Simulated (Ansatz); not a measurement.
AlInSb$_{2}$:
```
CELL_PARAMETERS angstrom
      4.49793     0.00000     0.00000
      0.00000     4.49793     0.00000
      0.00000     0.00000     6.35828
ATOMIC_POSITIONS crystal
  Al 0.00000 0.00000 0.00000
  In 0.50000 0.50000 0.50000
  Sb 0.00000 0.50000 0.23318
  Sb 0.50000 0.00000 0.76682
```

Relaxed with r²SCAN. Independent-particle spectrum: no excitons, no local fields, no scissors shift; 0.1 eV broadening; ε₁ of the summed bands alone.

Q: Tabulate the dielectric function from r²SCAN (plane waves, PAW; program Ansatz).

A: 

```csv
E (eV),ε₁ xx,ε₂ xx,ε₁ zz,ε₂ zz
0.0,12.16,0.00,12.16,0.00
0.4,12.38,0.00,12.37,0.00
0.8,13.27,0.01,13.08,0.00
1.2,14.57,1.14,14.77,0.67
1.6,16.44,1.85,16.46,1.66
2.0,21.23,7.87,22.45,5.33
2.4,12.79,12.21,14.23,14.19
2.8,12.28,11.32,11.96,11.88
3.2,13.03,12.98,16.21,12.96
3.6,11.39,24.58,5.97,33.53
4.0,-1.94,22.38,-3.92,17.21
4.4,-6.02,13.73,-5.22,11.91
4.8,-4.24,11.20,-3.69,11.79
5.2,-6.45,9.08,-5.56,8.74
5.6,-5.91,6.19,-6.15,6.25
6.0,-5.18,4.64,-5.14,4.47
6.4,-4.12,3.46,-3.91,3.32
6.8,-3.44,2.79,-3.46,2.87
7.2,-2.77,2.60,-2.71,2.42
7.6,-2.75,2.32,-2.73,2.51
8.0,-2.36,1.81,-2.51,1.79
8.4,-2.17,1.62,-2.10,1.50
8.8,-1.99,1.31,-2.00,1.28
9.2,-1.65,1.05,-1.62,1.03
9.6,-1.51,0.92,-1.47,0.90
10.0,-1.26,0.71,-1.24,0.72
10.4,-1.07,0.55,-1.04,0.56
10.8,-0.81,0.48,-0.81,0.52
11.2,-0.64,0.47,-0.67,0.48
11.6,-0.52,0.46,-0.51,0.46
12.0,-0.45,0.43,-0.45,0.43
```

Q: From ε at 1.5 eV (xx: 15.68 + 1.68i), find n, k, the normal reflectivity and the absorption coefficient.

A: n = 3.97, k = 0.212, R = 36 %, α = 2kE/ħc = 32000 cm⁻¹.

With all bands, ε∞ without local fields is 12.3 (xx = yy), 12.3 (zz).

Space group P-4m2. The first step of the workflow began from a Materials Project structure, measured or hypothetical; the Crystallography Open Database copy checked does not list it. With Al and In taken as one species the cell has the higher symmetry F-43m, so it may be an ordered model of a mixed-site phase. Whether it is the stable phase at ambient conditions was not checked. The r²SCAN relaxation kept the symmetry of its start; its stability against distortions is not shown here. Spin–orbit coupling is left out wherever it is not named.

Potentials: the later of the program's two PAW sets.
